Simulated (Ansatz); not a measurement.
Here is the system:

CuI:
```xyz
2
Lattice="3.5393 0.0000 0.0000 0.0000 3.5393 0.0000 0.0000 0.0000 3.5393" Properties=species:S:1:pos:R:3 pbc="T T T"
Cu     0.0000     0.0000     0.0000
I      1.7696     1.7696     1.7696
```

This is the PBEsol-relaxed structure.

Problem. All from plane-wave PAW PBEsol (Ansatz code), unless another level is named. Estimate the electronic character.

Solution. metallic (no gap).

Problem. Next, the formation energy from the elements (no fitted shifts)?

Solution. 0.60 eV/atom.

Problem. Predict the density of states at the Fermi level.

Solution. 0.79 states/eV per atom (mean over ±0.08 eV).

Problem. Predict the gap with spin–orbit coupling.

Solution. none (metallic).

Space group Pm-3m (CsCl type). The start of the workflow was typed in or built on a structure type; neither database checked (COD, Materials Project) lists it. It is not the phase usual at ambient conditions (space group No. 216). Symmetry was held in the PBEsol relaxation. At this level the phase is dynamically unstable (imaginary phonons). The workflow began spin-polarised and lost its moments. Its formation energy is positive at this level, so the cell may be metastable or incomplete. The references are the lowest solids computed at this level, not always the standard phases. Spin–orbit coupling is left out wherever it is not named.

Potentials: the earlier of the program's two PAW sets. The files were generated under PBE; for other functionals the program regenerates the frozen cores, and for LDA and PBEsol the local potential too.
